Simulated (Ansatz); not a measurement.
## K: pressure against volume

K, Im-3m, a = 5.339 Å. Ansatz: r2SCAN, PAW, 500 eV, Γ-centred 12×12×12 mesh on 1 atom, Gaussian smearing 0.10 eV; no spin polarisation. Symmetry fixes shape and atoms, so the cell is only scaled; pressure is positive in compression.

```
V (Å³/atom) P (GPa)
     71.513     0.26
     73.796     0.13
     76.078     0.02
     78.360        ?
     80.643    -0.16
```

**Question.** Take V0 = 76.078 Å³/atom, count pressures from its P0 = 0.02 GPa, fit the third-order Birch–Murnaghan form to the other rows, and predict the missing pressure.

**Answer.** With the Eulerian strain f = ½[(V0/V)^(2/3) − 1] and y = (P − P0)/[3f(1 + 2f)^(5/2)], the form is the line y = B0 + 1.5 B0 (B0′ − 4) f. Rows (f, y): 0.02106, 3.43; 0.01026, 3.40; -0.01905, 3.47. Means f = 0.004090, y = 3.4333; Σ(Δf)² = 0.0008615, ΣΔfΔy = -0.001111; the slope is their ratio. y = 3.439 − 1.289 f GPa, so B0 = 3.4 GPa and B0′ = 4 + 2 × (-1.289)/(3 × 3.439) = 3.75. At V = 78.360, f = -0.00976, y = 3.452 and P = -0.08 GPa. The run gave -0.08 GPa, the same to the digits shown.

Cost: 5 runs of about 0.91 core-minutes in all, on Arm Neoverse V2 (shared hosts).